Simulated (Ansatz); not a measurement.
Sn (beta-Sn type, space group I4_1/amd)

```yaml
crystal:
  lattice:
    - [-2.94392, 2.94392, 1.59226]
    - [2.94392, -2.94392, 1.59226]
    - [2.94392, 2.94392, -1.59226]
  atoms:
    - { symbol: Sn, position: [0.75000, 0.25000, 0.50000] }
    - { symbol: Sn, position: [0.00000, 0.00000, 0.00000] }
```

The slice is a (-1 1 0) plane (indices of the conventional cell) through the point (0.000, 0.000, 0.000) (fractional), spanned by u = [110] and v = [112] in vectors of this cell: u (3.18 Å) and v (8.33 Å, at 90° to u). It covers one period; positions are fractions (u, v).

Level of theory: r2SCAN (plane waves to 500 eV, PAW, scalar-relativistic; Ansatz, a program for electronic structure). k mesh 17×17×17. Inside the PAW spheres the values are not all-electron values, and peaks at nuclei hang on which shells count as valence. Sn was relaxed with its symmetry unable to fall. The PAW data are Ansatz's earlier set.

Question: Sketch the electrostatic potential energy of an electron, from the cell's mean on this plane as a map.

Answer: 
```tsv
v \ u	0.00	0.12	0.25	0.38	0.50	0.62	0.75	0.88
0.90	x	x	<-2.0	3.8	5.5	3.8	<-2.0	x
0.75	6.8	6.9	6.8	6.9	6.8	6.9	6.9	6.9
0.60	5.5	3.8	<-2.0	x	x	x	<-2.0	3.8
0.45	4.1	0.5	x	x	x	x	x	0.5
0.30	7.0	6.8	6.4	5.9	5.7	5.9	6.4	6.8
0.15	0.4	1.7	4.1	6.0	6.6	6.0	4.1	1.7
0.00	x	x	x	-1.3	3.5	-1.3	x	x
```

Values: electrostatic potential energy of an electron, from the cell's mean, in eV. Points within 1 Å of a nucleus are blanked (x), as the pseudised field means little there. Values under -2 eV are set to -2. The zero, the cell's mean, hangs on the PAW cores.
